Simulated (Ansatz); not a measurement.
One stationary structure of TePb. Space group Fm-3m (No. 225), rock salt type. Method: r2SCAN (plane waves to 500 eV, PAW, scalar-relativistic; Ansatz, a program for electronic structure).

```cif
data_PbTe
_chemical_formula_sum 'Te1 Pb1'
_space_group_name_H-M_alt 'P 1'
_space_group_IT_number 1
_cell_length_a 4.62120
_cell_length_b 4.62120
_cell_length_c 4.62120
_cell_angle_alpha 60.000
_cell_angle_beta 60.000
_cell_angle_gamma 60.000
loop_
_space_group_symop_operation_xyz
  'x, y, z'
loop_
_atom_site_label
_atom_site_type_symbol
_atom_site_fract_x
_atom_site_fract_y
_atom_site_fract_z
_atom_site_occupancy
Te1 Te 0.00000 0.00000 0.00000 1
Pb1 Pb 0.50000 0.50000 0.50000 1
```

What is the computed band gap (r2SCAN)?

1.10 eV, direct at L (no spin-orbit coupling).

No spin polarisation in the result. Without spin-orbit coupling the bands of the heavy element are not split, so the gap can be far off.

Measured for TePb: gap 0.19 eV (0 K or low temperature; as listed in arXiv:2302.06325). Computed minus measured — gap: r2SCAN +0.91 eV. The computed values are for a static lattice, and a measured gap can be an optical one, lowered by exciton binding.

The run could not lose the symmetry of its start.
